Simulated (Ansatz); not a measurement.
Sb₂Mo, one cell by several methods

```
CELL_PARAMETERS angstrom
0.00000 3.30029 3.30029
3.30029 0.00000 3.30029
3.30029 3.30029 0.00000
ATOMIC_POSITIONS crystal
Mo 0.00000 0.00000 0.00000
Sb 0.25000 0.25000 0.25000
Sb 0.75000 0.75000 0.75000
```

Atoms are numbered in the order listed.

The cell was built from the fluorite type and relaxed in the same program, and has space group Fm-3m; it needn't be a known or the stable phase.

Spin–orbit coupling is left out, though it moves levels of the heavy atoms by tenths of an eV or more.

Levels of theory: DFT, PBE, PAW with Ansatz's default frozen-core files, scalar-relativistic (Ansatz 0.2.0); DFT, PBE, all-electron PAW with datasets made for the crystal, scalar-relativistic (Ansatz 0.2.0); DFT, PBE, all-electron LAPW, scalar-relativistic (Ansatz 0.2.0).

For PAW: a Γ-centred 10×10×10 k mesh, Fermi–Dirac smearing of 0.05 eV, cutoff 420 eV, no spin polarisation. The crystal-made all-electron datasets (AE datasets) take a cutoff of 260 eV at this cell. LAPW targets a basis error of 1 meV/atom. The Ansatz runs share mesh, smearing and spin set-up. Plane-wave (PAW) pressures include the program's estimate of the Pulay term.

Stress and pressure are positive in compression.

Levels count from the Fermi level.

```
                      quantity     PAW  AE datasets    LAPW
                pressure (GPa)   -0.01        -0.01   -0.01
highest filled level at Γ (eV)  -0.544       -0.544  -0.544
  lowest empty level at Γ (eV)   1.953        1.952   1.952
highest filled level at W (eV)  -0.197       -0.197  -0.197
  lowest empty level at W (eV)   0.492        0.493   0.493
highest filled level at X (eV)  -0.081       -0.081  -0.081
  lowest empty level at X (eV)   1.950        1.952   1.952
```
